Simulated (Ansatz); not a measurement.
## Ag (Im-3m), random displacements

The calculation used DFT LDA, scalar-relativistic, plane waves, PAW in Ansatz. Settings: plane waves to 420 eV, k-mesh 10×10×10 (Γ-centred), Gaussian smearing 0.15 eV. No spin polarisation. Energies are free energies at this smearing, counted from the undisturbed cell; pressure is positive in compression.

Zero of the scan (as given, not relaxed at this level; this bcc form isn't the usual structure):

```
Ag
1.0
    -3.31131   -3.31131    3.31131
    -3.31131    3.31131   -3.31131
     3.31131   -3.31131   -3.31131
Ag
8
Cartesian
  -1.6557 -1.6557 -1.6557
  0.0000 0.0000 -3.3113
  0.0000 -3.3113 0.0000
  1.6557 -1.6557 -1.6557
  -3.3113 0.0000 0.0000
  -1.6557 1.6557 -1.6557
  -1.6557 -1.6557 1.6557
  0.0000 0.0000 0.0000
```

The atoms are displaced (Å, in the unstrained cell):

```
atom ux uy uz
 Ag1  -0.017   0.142   0.061
 Ag2   0.401  -0.448  -0.084
 Ag3  -0.206  -0.303  -0.242
 Ag4   0.248   0.222   0.058
 Ag5  -0.260   0.335   0.146
 Ag6  -0.040   0.250  -0.098
 Ag7  -0.031  -0.042  -0.238
 Ag8  -0.096  -0.156   0.397
```

The cell is not strained.

(1) What are the energy change, the stress and the forces?

## Answers

(1) ΔE = 358.4 meV/atom; stress (xx, yy, zz, yz, xz, xy; compression positive) (4.55, 1.28, 6.03, 1.65, -1.89, -0.34) GPa.
```tsv
atom	Fx (eV/Å)	Fy	Fz
Ag1	-0.68	0.71	0.60
Ag2	-3.63	3.06	2.57
Ag3	2.74	1.80	0.96
Ag4	-0.14	-1.04	1.74
Ag5	1.06	-0.84	-0.56
Ag6	2.19	-4.99	-3.73
Ag7	-1.36	-1.12	0.80
Ag8	-0.18	2.41	-2.39
```

Cost: 1 run of about 11 core-minutes, on AMD EPYC 7R43 (Zen 3) (shared hosts).